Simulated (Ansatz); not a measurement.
Suppose TaBiTe4 takes space group Cmmm (No. 65), with Ta on 2c; Bi on 2a; Te on 4i and 4h. The cell of TaBiTe4 is invented: ordered mixture on the cation sites of rutile (occupants of the shared sites, in ratio, Bi: 1, Ta: 1).

The calculation used DFT PBE, scalar-relativistic, plane waves, PAW (Ansatz). Cutoff 420 eV, Γ-centred mesh, Gaussian smearing, no spin polarisation.

Formation energies are uncorrected and refer to the elements' standard structures at the same level.

Q: Give the relaxed lattice parameters and positions.

A:

Space group Cmmm (No. 65). a = 10.136 Å, b = 10.238 Å, c = 4.115 Å, α = 90.00°, β = 90.00°, γ = 90.00°
| atom | site | symmetry | x | y | z |
| --- | --- | --- | --- | --- | --- |
| Ta | 2c | mmm | 0.5000 | 0.0000 | 0.5000 |
| Bi | 2a | mmm | 0.0000 | 0.0000 | 0.0000 |
| Te | 4i | m2m | 0.5000 | 0.8148 | 0.0000 |
| Te | 4h | 2mm | 0.7743 | 0.0000 | 0.5000 |

Ta has 6 Te at 2.78–2.80 Å; Bi is surrounded by 6 Te at 3.08–3.22 Å; Te on a site of symmetry m2m is surrounded by 2 Ta at 2.80 Å and 1 Bi at 3.22 Å; Te on a site of symmetry 2mm has 1 Ta at 2.78 Å and 2 Bi at 3.08 Å. Another local minimum with the same sites may exist.

Q: Where does its energy lie, and is it a metal?

A: The energy over the elements is −0.02 eV/atom and the gap on the 6×6×10 mesh of the 6-atom cell is 0 eV (a metal). The formation energy is too near zero to say whether this cell lies below the elements.

The last run used Gaussian smearing of 0.10 eV. The k mesh leaves some 4 meV/atom of noise in the energy of each metallic cell. Spin–orbit coupling, which can matter for Bi, Ta and Te, is left out. The reference form of Te is held partly by dispersion forces, which this level lacks. Symmetry constrained the relaxation, so the result can be a saddle point.
